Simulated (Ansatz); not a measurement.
GaN:
```
GaN
1.0
    3.09703     0.00000     0.00000
   -1.54851     2.68210     0.00000
    0.00000     0.00000     7.28450
Ga N
3 3
Direct
  0.50000   0.50000   0.16667
  0.50000   0.00000   0.50000
  0.00000   0.50000   0.83333
  0.50000   0.50000   0.66667
  0.50000   0.00000   0.00000
  0.00000   0.50000   0.33333
```

x, y and z are the axes in which the lattice vectors are written.

### Question
Give the high-frequency dielectric tensor and the Born effective charge tensors of the independent atoms from DFPT, LDA in the plane-wave PAW code Ansatz.

### Answer

ε∞:
```
7.24  0.00  0.00
0.00  7.24  0.00
0.00  0.00  7.57
```
Z* of atom 1 (Ga), rows: field, columns: displacement, in e:
```
 3.08  -0.25   0.00
-0.25   2.79   0.00
 0.00   0.00   3.04
```
Z* of atom 4 (N), rows: field, columns: displacement, in e:
```
-3.09   0.27   0.00
 0.27  -2.78   0.00
 0.00   0.00  -3.04
```

Space group P6_422. The start of the workflow was typed in or built on a structure type; neither database checked (COD, Materials Project) lists it. It is not the phase usual at ambient conditions (space group No. 186, 216). The cell was relaxed with LDA under the symmetry of its start; its stability against distortions is not shown here. The volume moved by -25 % from the start of the relaxation. Spin–orbit coupling is left out wherever it is not named.

Potentials: the later of the program's two PAW sets.
